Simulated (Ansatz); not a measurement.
PbS:
```yaml
crystal:
  lattice:
    - [0.00000, 3.32376, 3.32376]
    - [3.32376, 0.00000, 3.32376]
    - [3.32376, 3.32376, 0.00000]
  atoms:
    - { symbol: S, position: [0.75000, 0.75000, 0.75000] }
    - { symbol: Pb, position: [0.00000, 0.00000, 0.00000] }
```

Relaxed with PBE. Special points in fractions of this cell's reciprocal vectors: Γ (0.000, 0.000, 0.000); X (0.500, 0.000, 0.500); U (0.625, 0.250, 0.625); K (0.375, 0.375, 0.750); L (0.500, 0.500, 0.500); W (0.500, 0.250, 0.750).

List the band energies nearest the valence-band maximum at these points for the program Ansatz at the PBE with spin–orbit coupling level (PAW).

In eV from the valence-band maximum; about four levels below and three above (degenerate sets whole), none deeper than 8.9 eV; points with the same levels are listed once.

```json
[
 {"k": "Γ", "below": "-1.64 -1.64 -1.64 -1.64", "above": "1.29 1.29 3.02 3.02 3.02 3.02"},
 {"k": "X", "below": "-2.75 -2.75 -0.46 -0.46", "above": "0.76 0.76 4.39 4.39"},
 {"k": "U", "below": "-2.71 -2.64 -0.36 -0.35", "above": "1.53 1.85 3.62"},
 {"k": "L", "below": "-2.09 -2.09 -1.86 -1.86", "above": "2.40 2.40 3.62 3.62"},
 {"k": "W", "below": "-2.99 -2.92 -0.05 0.00", "above": "1.74 2.46 2.92"}
]
```

Space group F-43m (zinc blende). A made-up cell: these elements were put on the sites of a structure type; neither database checked (COD, Materials Project) lists it. It is not the phase usual at ambient conditions (space group No. 225). The cell was relaxed with PBE under the symmetry of its start. At this level the phase is mechanically unstable.

Potentials: the later of the program's two PAW sets.
